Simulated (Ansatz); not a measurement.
An elastic constant from a strain scan in AlNi$_{3}$

All numbers below come from DFT PBEsol, scalar-relativistic, plane waves, PAW in Ansatz. Cutoff 420 eV, Γ-centred 14×14×14 k-points, Gaussian smearing of 0.15 eV. No spin polarisation. A magnetic state may lie lower. Energies are free energies at this smearing, counted from the undisturbed cell; pressure is positive in compression.

Reference structure (relaxed at this level; with this scan's settings it stands at 0.1 GPa; it needn't be the usual structure):

```yaml
crystal:
  lattice:
    - [0.00000, 2.79841, 2.79841]
    - [2.79841, 0.00000, 2.79841]
    - [2.79841, 2.79841, 0.00000]
  atoms:
    - { symbol: Al, position: [0.50000, 0.50000, 0.50000] }
    - { symbol: Ni, position: [0.25000, 0.25000, 0.25000] }
    - { symbol: Ni, position: [0.00000, 0.00000, 0.00000] }
    - { symbol: Ni, position: [0.75000, 0.75000, 0.75000] }
```

The cell is strained by ε times the Voigt pattern (1, -1, 0, 0, 0, 0) (xx, yy, zz, yz, xz, xy; engineering shear) with fractional coordinates fixed. The cell holds 4 atoms in V0 = 43.83 Å³. The stress column is τ = (1/V0) dE/dε, got from the stress tensor σ (compression positive) at each point as −det(1 + εP) σ : P(1 + εP)⁻¹, with P the pattern as a tensor.

```csv
ε,ΔE (meV/atom),τ (GPa)
-0.1312,35.311,-17.772
-0.1125,16.937,-11.244
-0.0937,5.814,-6.308
-0.0750,0.125,-2.817
-0.0562,-1.905,-0.528
-0.0375,-1.711,0.661
-0.0187,-0.627,0.846
0.0000,0.000,0.000
0.0187,-0.627,-0.846
0.0375,-1.711,-0.661
0.0562,-1.905,0.528
0.0750,0.125,2.817
0.0937,5.814,6.308
0.1125,16.937,11.244
0.1312,35.311,17.772
0.1500,?,?
```

Q: Which combination of elastic constants does this scan measure, and how large is it?

A: For small ε, τ = τ0 + Kε with K = pᵀCp, which for this pattern is 2(C11 − C12) in the cubic axes. The parabola through τ at ε = -0.0187, 0 and 0.0187 has slope K = -45 GPa at zero. The energies per cell, E = NΔE, of the same two points give K = 2[E(ε₊)/ε₊ − E(ε₋)/ε₋]/[(ε₊ − ε₋)V0] = -52 GPa; a fourth-order term in the energy shifts the first figure twice as much as the second, so 2 × -52.4 − (-45.2) = -59.6 GPa is a better limit for small strain, as far as the energies carry no numerical noise. K is negative: with the atoms carried along, the cell is unstable to this strain.

Q: Predict the withheld row at ε = 0.1500 from the harmonic law, and compare.

A: ΔE = V0(τ0 ε + Kε²/2)/N = -34.813 meV/atom and τ = -6.79 GPa. The calculation gives 63.375 meV/atom and 26.24 GPa: the energy lies 98.19 meV/atom above the harmonic value.

In a metal these slopes depend on the k mesh and the smearing.

Cost: 9 runs of about 2.2 core-minutes in all, on Intel Xeon 6975P-C (Granite Rapids) (shared hosts).